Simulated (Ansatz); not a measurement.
Cu2WSe4 in space group I-42m (No. 121; Cu on 4c, W on 2a, Se on 8i), PBE in the plane-wave PAW code Ansatz, all energies at zero smearing, with the estimated change up to a 700 eV cutoff added, with one set of potentials and settings (totals compare only within such a set). Cell of 7 atoms (2 Cu, 1 W, 4 Se): -45513.872 eV.

```
element              reference phase  E (eV/atom)
-------  ---------------------------  -----------
Cu        Fm-3m, 1 atoms in the cell   -6625.1757
W         Im-3m, 1 atoms in the cell  -10384.8193
Se       P3_121, 3 atoms in the cell   -5469.0798
```

Formation energy per atom, worked out: (-45513.872 − 2×(-6625.1757) − 1×(-10384.8193) − 4×(-5469.0798))/7 = -0.340 eV/atom (-33 kJ per mol of atoms), at 0 K, without zero-point energy or fitted corrections.

The first step of the workflow began from a Materials Project structure, measured or hypothetical; the Crystallography Open Database copy checked does not list it. Its standing as an ambient phase is unchecked. The cell was relaxed with PBE under the symmetry of its start; its stability against distortions is not shown here. No spin polarisation was allowed. A crystal of weakly bound layers computed without a dispersion correction: the cell and the soft elastic constants depend strongly on that. The references are the lowest solids computed at this level, not always the standard phases. Scalar-relativistic: spin–orbit coupling is off unless named, which matters more the heavier the elements.

Potentials: the later of the program's two PAW sets.
